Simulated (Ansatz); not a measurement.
Suppose LuTlAu4 takes space group F-43m (No. 216), with Lu on 4d; Tl on 4c; Au on 16e.

These are results of Ansatz, DFT PBE, scalar-relativistic, plane waves, PAW, not measurements. Cutoff 420 eV, Γ-centred mesh, Gaussian smearing, no spin polarisation.

Formation energies are uncorrected and refer to the elements' standard structures at the same level.

Question: Which cell and coordinates does it relax to?

Answer:

Space group F-43m (No. 216). a = 10.164 Å, b = 10.164 Å, c = 10.164 Å, α = 90.00°, β = 90.00°, γ = 90.00°
```
atom  site  symmetry       x       y       z
  Lu    4d      -43m  0.2500  0.2500  0.7500
  Tl    4c      -43m  0.2500  0.2500  0.2500
  Au   16e       .3m  0.0978  0.0978  0.9022
```

Around Lu lie 4 Au at 2.68 Å; Tl has 12 Au at 4.16 Å (long against covalent radii, as for large ions); around Au lie 1 Lu at 2.68 Å, 3 Au at 2.81 Å and 3 Tl at 4.16 Å. Another local minimum with the same sites may exist.

Question: And its energy and gap?

Answer: The formation energy is +0.211 eV/atom and the gap on the 6×6×6 mesh of the 6-atom cell is 0.33 eV. It can't be a ground state, since the elements alone are lower.

The last run used Gaussian smearing of 0.02 eV. These runs have no spin–orbit coupling, which can matter for Au and Tl. Kohn–Sham gaps at this level usually fall short of measured ones. The missing spin–orbit coupling can work the other way here. Small gaps are read on the mesh alone, and bands can cross between its points. Symmetry constrained the relaxation, so the result can be a saddle point. Another cell of LuTlAu4 relaxed alike, in F-43m, lies 0.52 eV/atom lower, so this cell isn't the stable form at this level.
